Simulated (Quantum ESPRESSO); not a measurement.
pw.x input (Quantum ESPRESSO 7.5; LDA, PseudoDojo standard norm-conserving files, scalar-relativistic):

```
&CONTROL
  calculation = 'scf'
  pseudo_dir = './pseudo'
  outdir = './out'
  tprnfor = .true.
  tstress = .true.
/
&SYSTEM
  ibrav = 0
  nat = 12
  ntyp = 3
  ecutwfc = 84.0
  ecutrho = 336.0
  occupations = 'smearing'
  smearing = 'fd'
  degauss = 0.002
  nbnd = 81
/
&ELECTRONS
  conv_thr = 1.2e-09
/
ATOMIC_SPECIES
N 14.0070 N.upf
V 50.9415 V.upf
Zn 65.3800 Zn.upf
CELL_PARAMETERS angstrom
  4.748845000000  -2.781050000000   0.000000000000
  4.748845000000   2.781050000000   0.000000000000
  0.000000000000   0.000000000000   5.239770000000
ATOMIC_POSITIONS crystal
N   0.833270000000   0.472010000000   0.641030000000
N   0.166730000000   0.527990000000   0.141030000000
N   0.527990000000   0.166730000000   0.641030000000
N   0.472010000000   0.833270000000   0.141030000000
N   0.853520000000   0.146480000000   0.181440000000
N   0.146480000000   0.853520000000   0.681440000000
V   0.837710000000   0.162290000000   0.538290000000
V   0.162290000000   0.837710000000   0.038290000000
Zn   0.830370000000   0.502950000000   0.026920000000
Zn   0.169630000000   0.497050000000   0.526920000000
Zn   0.497050000000   0.169630000000   0.026920000000
Zn   0.502950000000   0.830370000000   0.526920000000
K_POINTS automatic
6 6 6 0 0 0
```

End of the output:

```

[...]
     the Fermi energy is    11.2047 ev
!    total energy              =   -2091.23395121 Ry
     estimated scf accuracy    <          1.7E-10 Ry
     smearing contrib. (-TS)   =      -0.00000000 Ry
     internal energy E=F+TS    =   -2091.23395121 Ry
     The total energy is F=E-TS. E is the sum of the following terms:
     one-electron contribution =   -1347.99278887 Ry
     hartree contribution      =     722.10986790 Ry
     xc contribution           =    -258.60098042 Ry
     ewald contribution        =   -1206.75004981 Ry
     convergence has been achieved in  13 iterations
     Forces acting on atoms (cartesian axes, Ry/au):
     atom    1 type  1   force =    -0.00321170   -0.00155522   -0.00151234
     atom    2 type  1   force =     0.00321170    0.00155522   -0.00151234
     atom    3 type  1   force =     0.00321170   -0.00155522   -0.00151234
     atom    4 type  1   force =    -0.00321170    0.00155522   -0.00151234
     atom    5 type  1   force =     0.00000000   -0.00349899    0.00337613
     atom    6 type  1   force =     0.00000000    0.00349899    0.00337613
     atom    7 type  2   force =     0.00000000    0.00011864    0.00043318
     atom    8 type  2   force =     0.00000000   -0.00011864    0.00043318
     atom    9 type  3   force =     0.00041051   -0.00010311   -0.00039232
     atom   10 type  3   force =    -0.00041051    0.00010311   -0.00039232
     atom   11 type  3   force =    -0.00041051   -0.00010311   -0.00039232
     atom   12 type  3   force =     0.00041051    0.00010311   -0.00039232
     Total force =     0.010445     Total SCF correction =     0.000086
     Computing stress (Cartesian axis) and pressure
          total   stress  (Ry/bohr**3)                   (kbar)     P=      -83.19
  -0.00056685   0.00000000   0.00000000          -83.39        0.00        0.00
  -0.00000000  -0.00057521   0.00000000           -0.00      -84.62        0.00
   0.00000000   0.00000000  -0.00055449            0.00        0.00      -81.57
```
In a gapped system the printed Fermi energy is only some level inside the gap.

Geometry of the Materials Project entry, not relaxed at this level.

The runs are not spin-polarised; magnetic order was not tried.
